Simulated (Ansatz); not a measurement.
Si2Mo3 in space group P4/mbm (No. 127; Si on 4g, Mo on 2a, Mo on 4h) at seven volumes, plane-wave PAW PBEsol (Ansatz code), shape and atoms relaxed at each. One row is withheld.

```csv
V (Å³/atom),P (GPa)
12.798,28.05
13.220,17.17
13.642,?
14.063,0.00
14.485,-6.71
14.907,-12.40
15.329,-17.24
```

**Question.** Fit the shown pressures and predict the withheld one.

**Answer.** Third-order Birch–Murnaghan: P = (3/2)B₀(x^(7/2) − x^(5/2))[1 + (3/4)(B′ − 4)(x − 1)] with x = (V₀/V)^(2/3). Least squares on the six rows gives V₀ = 14.063 Å³/atom, B₀ = 241.8 GPa, B′ = 4.39. At V = 13.642, x = 1.0205 and P = 7.86 GPa. The run itself gave 7.90 GPa.

The first step of the workflow began from a Materials Project structure, measured or hypothetical; the Crystallography Open Database copy checked does not list it. Whether it is the stable phase at ambient conditions was not checked. The cell was relaxed with PBEsol under the symmetry of its start; its stability against distortions is not shown here. The run is not spin-polarised.

Potentials: the later of the program's two PAW sets.
